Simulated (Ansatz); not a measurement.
The start is a generated cell, GaCuSe2 placed in the alpha-NaFeO2 structure type. The structure is fully relaxed (lattice and positions, P = 0) with r2SCAN (plane waves to 500 eV, PAW, scalar-relativistic; Ansatz, an electronic-structure program). The first steps use a coarse 7×7×7 k-mesh.

Input geometry:
```
GaCuSe2
1.0
    1.81452     1.04762     6.58741
   -1.81452     1.04762     6.58741
    0.00000    -2.09523     6.58741
Ga Cu Se
1 1 2
Direct
  0.00000   0.00000   0.00000
  0.50000   0.50000   0.50000
  0.26670   0.26670   0.26670
  0.73330   0.73330   0.73330
```

```json
{
 "largest_initial_force": "about 2.7 eV/Å, on Se3, Se4 (atoms numbered as listed)",
 "outcome": "The space group stays R-3m (No. 166) (the run could not lower it); the end is AFLOW prototype ABC2_hR4_166_a_b_c (F5_1, as in NaCrS2), with 4 atoms in the primitive cell",
 "energy_released": "0.23 eV/atom",
 "Shortest distances (start → end)": "The closest pairs of elements (up to four, under 3.6 Å), start → end: Ga–Se 2.47 → 2.64 Å; Cu–Se 2.88 → 2.62 Å; Se–Se 3.37 → 3.68 Å",
 "band_gap_at_the_end": "zero (metallic)",
 "optimiser_moves": "9"
}
```

Final structure:

```cif
data_Cu3Ga3Se6
_chemical_formula_sum 'Ga3 Cu3 Se6'
_space_group_name_H-M_alt 'R-3m :H'
_space_group_IT_number 166
_space_group_name_Hall '-R 3 2"'
_cell_length_a 3.71954
_cell_length_b 3.71954
_cell_length_c 18.20327
_cell_angle_alpha 90.000
_cell_angle_beta 90.000
_cell_angle_gamma 120.000
loop_
_atom_site_label
_atom_site_type_symbol
_atom_site_symmetry_multiplicity
_atom_site_Wyckoff_symbol
_atom_site_fract_x
_atom_site_fract_y
_atom_site_fract_z
_atom_site_occupancy
Ga1 Ga 3 a 0.00000 0.00000 0.00000 1
Cu1 Cu 3 b 0.00000 0.00000 0.50000 1
Se1 Se 6 c 0.00000 0.00000 0.24871 1
```
(The calculation used a cell of 4 atoms; values per cell refer to that cell.)

Final values are on a 15×15×15 k-mesh of the relaxed cell. No spin polarisation in the result.

The run could not lose the symmetry of its start; a randomly shaken copy of 8 atoms returns to this structure.

The relaxed structure here is a generated cell of GaCuSe2: the first start was made by placing the elements on the sites of a structure type, and the end was not matched to a known phase here, so it may be hypothetical. Known forms of GaCuSe2 include space group No. 122.
